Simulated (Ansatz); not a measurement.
Values for one crystal, relaxed and computed with the program Ansatz at the r²SCAN level (PAW); other levels are named.

- Volume per atom = 23.18 Å³
- Band gap = 1.83 eV (indirect)
- Smallest direct gap on the standard path = 1.96 eV
- Conduction-band minimum = off the standard path, at k = (0.427, -0.427, -0.365)
- Formation energy from the elements (no fitted shifts) = -0.80 eV/atom
- Valence-band maximum = at Y (k = 0.500, 0.500, 0.000)

Q: Which of these materials gives this?
(A) CrClO, Pmmn (Cr on 2a, Cl on 2b, O on 2b)
(B) RhCl3, C2/m (Rh on 4g, Cl on 8j, Cl on 4i)
(C) CsCl, CsCl type
(D) MgO, rock salt

A: B, RhCl3, C2/m (Rh on 4g, Cl on 8j, Cl on 4i)

The workflow started from a Materials Project entry (that database holds measured and hypothetical structures alike); the Crystallography Open Database files this formula in space group No. 12, but the cells were not matched. Its standing as an ambient phase is unchecked. The cell was relaxed with r²SCAN under the symmetry of its start; whether a distortion lowers the energy is not shown. The run is not spin-polarised. A crystal of weakly bound layers computed without a dispersion correction: the cell and the soft elastic constants depend strongly on that. The references are the lowest solids computed at this level, not always the standard phases (solids in place of the gases). Scalar-relativistic: spin–orbit coupling is off unless named, which matters more the heavier the elements.

Potentials: the later of the program's two PAW sets.
